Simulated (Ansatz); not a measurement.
# AlRu: from a starting cell to a relaxed one

The start is a randomly generated symmetric cell of AlRu (space group No. 194). A full variable-cell relaxation at zero pressure is run with PBE (plane waves to 420 eV, PAW, scalar-relativistic; Ansatz, a quantum-chemistry and plane-wave program). The first steps use a coarse 12×12×6 k-mesh.

Input geometry:
```
CELL_PARAMETERS angstrom
      3.24114     0.00000     0.00000
     -1.62057     2.80691     0.00000
      0.00000     0.00000     5.49648
ATOMIC_POSITIONS crystal
  Al 0.00000 0.00000 0.00000
  Al 0.00000 0.00000 0.50000
  Ru 0.33333 0.66667 0.75000
  Ru 0.66667 0.33333 0.25000
```

Problem. How large is the pressure on the unrelaxed cell, and of which sign?

Solution. +49.2 GPa (positive: the cell is compressed).

Problem. How much energy is released per atom?

Solution. 0.80 eV/atom.

Problem. How do the shortest distances between atoms change?

Solution. The closest pairs of elements (up to four, under 3.6 Å), start → end: Al–Ru 2.32 → 2.59 Å; Al–Al 2.75 → 2.87 Å; Ru–Ru 3.24 → 2.87 Å.

Problem. Is the relaxed structure metallic? Give its gap.

Solution. No gap (metallic).

Problem. What does it relax into? Give the structure.

Solution. 
Space group P6₃/mmc (No. 194); a = b = 2.8723 Å, c = 7.9327 Å, α = β = 90.00°, γ = 120.00°

```json
[
 {"atom": "Al", "site": "2a", "symmetry": "-3m.", "x": "0.0000", "y": "0.0000", "z": "0.0000"},
 {"atom": "Ru", "site": "2d", "symmetry": "-6m2", "x": "0.6667", "y": "0.3333", "z": "0.2500"}
]
```

The space group stays P6₃/mmc (No. 194) (the run could not lower it); the end is NiAs type, with 4 atoms in the primitive cell. Final values are on a 19×19×6 k-mesh of the relaxed cell. No spin polarisation in the result.

The run could not lose the symmetry of its start: the end is stationary, and may be a saddle point rather than a minimum.

All atoms sit on sites fixed by symmetry, so only the cell could relax.

The relaxed structure here is a generated cell of AlRu: the first start was made by a random draw of sites in a space group, and the end was not matched to a known phase here, so it may be hypothetical.
